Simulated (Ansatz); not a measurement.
An elastic tensor (GPa, Voigt order, standard axes) from r²SCAN in the plane-wave PAW code Ansatz:

```
85.3  62.8  39.6   0.0   0.0   0.0
62.8  85.3  39.6   0.0   0.0   0.0
39.6  39.6   117   0.0   0.0   0.0
 0.0   0.0   0.0  53.7   0.0   0.0
 0.0   0.0   0.0   0.0  53.7   0.0
 0.0   0.0   0.0   0.0   0.0  11.3
```

Pick the material that matches.
A) Nb2GaC, P6_3/mmc (Nb on 4f, Ga on 2d, C on 2a)
B) LiF, P6_3/mmc (Li on 2d, F on 2c)
C) CaO, P6_3/mmc (Ca on 2d, O on 2c)
D) NaF, P6_3/mmc (Na on 2d, F on 2c)

B, LiF, P6_3/mmc (Li on 2d, F on 2c)

The start of the workflow was typed in or built on a structure type; neither database checked (COD, Materials Project) lists it. It is not the phase usual at ambient conditions (space group No. 225). The cell was relaxed with r²SCAN under the symmetry of its start; whether a distortion lowers the energy is not shown.

Potentials: the later of the program's two PAW sets.
